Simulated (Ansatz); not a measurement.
Al3Pd2 (La2O3 or Ni2Al3 type, P-3m1), PBEsol in the plane-wave PAW code Ansatz, all energies at zero smearing, with the estimated change up to a 700 eV cutoff added, with one set of potentials and settings (totals compare only within such a set). Cell of 5 atoms (3 Al, 2 Pd): -15390.887 eV.

```tsv
element	reference phase	E (eV/atom)
Al	Fm-3m, 1 atoms in the cell	-524.5507
Pd	Fm-3m, 1 atoms in the cell	-6906.6520
```

Formation energy per atom, worked out: (-15390.887 − 3×(-524.5507) − 2×(-6906.6520))/5 = -0.786 eV/atom (-76 kJ per mol of atoms), at 0 K, without zero-point energy or fitted corrections.

The first step of the workflow began from a Materials Project structure, measured or hypothetical; the Crystallography Open Database copy checked does not list it. Its standing as an ambient phase is unchecked. The PBEsol relaxation kept the symmetry of its start; whether a distortion lowers the energy is not shown. No spin polarisation was allowed. The references are the lowest solids computed at this level, not always the standard phases.

Potentials: the later of the program's two PAW sets.
